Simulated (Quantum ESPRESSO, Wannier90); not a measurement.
**FeS2 (Pnnm): Wannier90 run**

```
FeS2
1.0
    4.42562     0.00000     0.00000
    0.00000     5.39653     0.00000
    0.00000     0.00000     3.37770
Fe S
2 4
Direct
  0.50000   0.50000   0.50000
  0.00000   0.00000   0.00000
  0.29959   0.87818   0.50000
  0.70041   0.12182   0.50000
  0.79959   0.62182   0.00000
  0.20041   0.37818   0.00000
```

Structure: Materials Project mp-1522, symmetrised, not relaxed again. COD (Crystallography Open Database) has the formula in 4 space groups, this one among them (matched by group alone). Computed values, not measurements, from PBEsol: Quantum ESPRESSO (norm-conserving PseudoDojo potentials, cutoff 72 Ry, no spin polarisation, no spin-orbit coupling) on a Γ-centred 8×6×10 mesh, then Wannier90. Density: 8×6×10 mesh, cold smearing 0.01 Ry. A non-magnetic state is assumed, with no Hubbard U; filled 3d bands tend to lie too high at this level.

Base run: 22 functions from bands 13-50 of the 50 computed, start hydrogen-like Fe: d; S: p, frozen window up to 2.24 eV relative to the valence-band maximum, outer window open. Its settings: num_cg_steps = 5, trial_step = 2 and dis_mix_ratio = 0.5 (the program's defaults), conv_tol = 1.0e-6 over 4 steps, num_iter = 400, dis_conv_tol = 1.0e-6, dis_num_iter = 600. One of them is changed at a time.

```tsv
run	disentanglement steps	localisation steps	Ω_I (Å²)	Ω_total (Å²)	ended
base	100	46	28.822	30.486	converged
fixed_step = 0.5	100	400	28.822	31.208	step limit
dis_num_iter = 20	20	47	28.845	30.505	step limit
```
